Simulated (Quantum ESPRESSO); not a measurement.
# Band energies of AgI at +2 % isotropic strain

```
AgI
1.0
    4.64776     0.00000     0.00000
   -2.32388     4.02508     0.00000
    0.00000     0.00000     7.59323
Ag I
2 2
Direct
  0.33333   0.66667   0.00245
  0.66667   0.33333   0.50245
  0.33333   0.66667   0.37745
  0.66667   0.33333   0.87745
```

PBEsol (Quantum ESPRESSO, PseudoDojo norm-conserving, 82 Ry, scalar-relativistic); path ΓMKΓALHA,LM,KH; energies in eV from the valence-band maximum.

| k (1/Å) | point | band 22 | band 23 | band 24 | band 25 | band 26 | band 27 | band 28 | band 29 |
|---|---|---|---|---|---|---|---|---|---|
| 0.00 | Γ | -0.67 | -0.67 | -0.06 | 0.00 | 0.00 | 1.23 | 2.55 | 5.75 |
| 0.22 |  | -1.17 | -0.87 | -0.65 | -0.18 | -0.12 | 1.94 | 3.09 | 5.24 |
| 0.56 |  | -2.23 | -1.84 | -1.49 | -0.73 | -0.54 | 3.08 | 3.59 | 4.90 |
| 0.78 | M | -2.50 | -2.09 | -1.69 | -0.98 | -0.68 | 3.23 | 3.54 | 4.77 |
| 0.89 |  | -2.48 | -2.10 | -1.73 | -1.02 | -0.76 | 3.38 | 3.71 | 4.75 |
| 1.23 | K | -2.50 | -2.42 | -1.44 | -1.44 | -1.25 | 4.37 | 4.37 | 4.41 |
| 1.57 |  | -1.98 | -1.92 | -1.78 | -0.77 | -0.73 | 3.42 | 4.20 | 4.98 |
| 1.91 |  | -1.16 | -0.92 | -0.63 | -0.18 | -0.14 | 1.96 | 3.11 | 5.25 |
| 2.13 | Γ | -0.67 | -0.67 | -0.06 | 0.00 | 0.00 | 1.23 | 2.55 | 5.75 |
| 2.55 | A | -1.63 | -0.35 | -0.35 | -0.35 | -0.35 | 2.54 | 2.54 | 5.54 |
| 2.84 |  | -1.73 | -0.93 | -0.93 | -0.61 | -0.61 | 3.24 | 3.24 | 4.93 |
| 3.13 |  | -2.38 | -1.17 | -1.17 | -1.05 | -1.05 | 3.28 | 3.28 | 4.87 |
| 3.33 | L | -2.68 | -1.18 | -1.18 | -1.17 | -1.17 | 3.19 | 3.19 | 4.83 |
| 3.44 |  | -2.67 | -1.32 | -1.32 | -1.11 | -1.11 | 3.31 | 3.31 | 4.90 |
| 3.78 | H | -2.64 | -1.83 | -1.83 | -1.07 | -1.07 | 3.84 | 3.84 | 5.64 |
| 3.96 |  | -2.54 | -1.66 | -1.66 | -1.08 | -1.08 | 3.78 | 3.78 | 5.37 |
| 4.23 |  | -2.01 | -1.15 | -1.15 | -0.96 | -0.96 | 3.64 | 3.64 | 4.89 |
| 4.50 |  | -1.65 | -0.64 | -0.64 | -0.46 | -0.46 | 2.90 | 2.90 | 5.18 |
| 4.68 | A | -1.63 | -0.35 | -0.35 | -0.35 | -0.35 | 2.54 | 2.54 | 5.54 |
| 4.68 | L | -2.68 | -1.18 | -1.18 | -1.17 | -1.17 | 3.19 | 3.19 | 4.83 |
| 4.99 |  | -2.52 | -1.99 | -1.64 | -0.96 | -0.71 | 3.15 | 3.55 | 4.89 |
| 5.09 | M | -2.50 | -2.09 | -1.69 | -0.98 | -0.68 | 3.23 | 3.54 | 4.77 |
| 5.09 | K | -2.50 | -2.42 | -1.44 | -1.44 | -1.25 | 4.37 | 4.37 | 4.41 |
| 5.20 |  | -2.51 | -2.37 | -1.39 | -1.39 | -1.29 | 4.30 | 4.30 | 4.50 |
| 5.51 | H | -2.64 | -1.83 | -1.83 | -1.07 | -1.07 | 3.84 | 3.84 | 5.64 |

The PBEsol gap is direct, 1.23 eV at Γ.

Without spin-orbit coupling, band edges of such heavy elements can be off by tenths of an eV.

Geometry strained from the cell relaxed with PBEsol, atoms relaxed again.
